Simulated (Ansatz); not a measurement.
The relaxed structure here is a generated cell of VSb: the first start was made by a random draw of sites in a space group, and the end was not matched to a known phase here, so it may be hypothetical.

One stationary structure of VSb. Space group Fd-3m (No. 227), AFLOW prototype AB_cF16_227_a_b (B32, as in NaTl). Calculation: PBEsol (plane waves to 420 eV, PAW, scalar-relativistic; Ansatz, an electronic-structure program).

```cif
data_Sb2V2
_chemical_formula_sum 'Sb2 V2'
_space_group_name_H-M_alt 'P 1'
_space_group_IT_number 1
_cell_length_a 4.66738
_cell_length_b 4.66738
_cell_length_c 4.66738
_cell_angle_alpha 60.000
_cell_angle_beta 60.000
_cell_angle_gamma 60.000
loop_
_space_group_symop_operation_xyz
  'x, y, z'
loop_
_atom_site_label
_atom_site_type_symbol
_atom_site_fract_x
_atom_site_fract_y
_atom_site_fract_z
_atom_site_occupancy
Sb1 Sb 0.75000 0.75000 0.75000 1
Sb2 Sb 0.50000 0.50000 0.50000 1
V1 V 0.25000 0.25000 0.25000 1
V2 V 0.00000 0.00000 0.00000 1
```

Q: Give the magnetic moment at the level PBEsol.

A: Zero (the starting moments vanished).

No spin polarisation in the result: the starting moments vanished.

The run could not lose the symmetry of its start: the end is stationary, and may be a saddle point rather than a minimum.

All atoms sit on sites fixed by symmetry, so only the cell could relax.
